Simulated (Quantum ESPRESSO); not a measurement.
pw.x input (Quantum ESPRESSO 7.5; LDA, PseudoDojo standard norm-conserving files, scalar-relativistic):

```
&CONTROL
  calculation = 'scf'
  pseudo_dir = './pseudo'
  outdir = './out'
  tprnfor = .true.
  tstress = .true.
/
&SYSTEM
  ibrav = 0
  nat = 8
  ntyp = 3
  ecutwfc = 84.0
  ecutrho = 336.0
  occupations = 'smearing'
  smearing = 'fd'
  degauss = 0.002
  nbnd = 38
/
&ELECTRONS
  conv_thr = 8e-10
/
ATOMIC_SPECIES
N 14.0070 N.upf
V 50.9415 V.upf
Cs 132.9055 Cs.upf
CELL_PARAMETERS angstrom
  0.000000000000   4.171935000000   4.171935000000
  4.171935000000   0.000000000000   4.171935000000
  4.171935000000   4.171935000000   0.000000000000
ATOMIC_POSITIONS crystal
N   0.125000000000   0.125000000000   0.125000000000
N   0.625000000000   0.125000000000   0.125000000000
N   0.125000000000   0.125000000000   0.625000000000
N   0.125000000000   0.625000000000   0.125000000000
V   0.250000000000   0.250000000000   0.250000000000
V   0.000000000000   0.000000000000   0.000000000000
Cs   0.750000000000   0.750000000000   0.750000000000
Cs   0.500000000000   0.500000000000   0.500000000000
K_POINTS automatic
6 6 6 0 0 0
```

End of the output:

```
     total energy              =    -472.23521001 Ry
     estimated scf accuracy    <       0.00000037 Ry
     total energy              =    -472.23521002 Ry
     estimated scf accuracy    <       0.00000004 Ry
     total energy              =    -472.23521003 Ry
     estimated scf accuracy    <          4.1E-09 Ry
[...]
     the Fermi energy is     8.3102 ev
!    total energy              =    -472.23521003 Ry
     estimated scf accuracy    <          2.8E-10 Ry
     smearing contrib. (-TS)   =      -0.00000013 Ry
     internal energy E=F+TS    =    -472.23520991 Ry
     The total energy is F=E-TS. E is the sum of the following terms:
     one-electron contribution =    -248.75241824 Ry
     hartree contribution      =     149.84295880 Ry
     xc contribution           =     -96.67604528 Ry
     ewald contribution        =    -276.64970519 Ry
     convergence has been achieved in  23 iterations
     Forces acting on atoms (cartesian axes, Ry/au):
     atom    1 type  1   force =    -0.00000000   -0.00000000    0.00000000
     atom    2 type  1   force =    -0.00000000    0.00000000    0.00000000
     atom    3 type  1   force =     0.00000000    0.00000000   -0.00000000
     atom    4 type  1   force =     0.00000000   -0.00000000    0.00000000
     atom    5 type  2   force =    -0.00000000    0.00000000   -0.00000000
     atom    6 type  2   force =     0.00000000   -0.00000000    0.00000000
     atom    7 type  3   force =     0.00000000   -0.00000000    0.00000000
     atom    8 type  3   force =    -0.00000000    0.00000000   -0.00000000
     Total force =     0.000000     Total SCF correction =     0.000000
     Computing stress (Cartesian axis) and pressure
          total   stress  (Ry/bohr**3)                   (kbar)     P=      -53.60
  -0.00036435   0.00000000   0.00000000          -53.60        0.00        0.00
  -0.00000000  -0.00036435   0.00000000           -0.00      -53.60        0.00
   0.00000000   0.00000000  -0.00036435            0.00        0.00      -53.60
```
In a gapped system the printed Fermi energy is only some level inside the gap.

Geometry of the Materials Project entry, not relaxed at this level.

The runs are not spin-polarised; magnetic order was not tried.
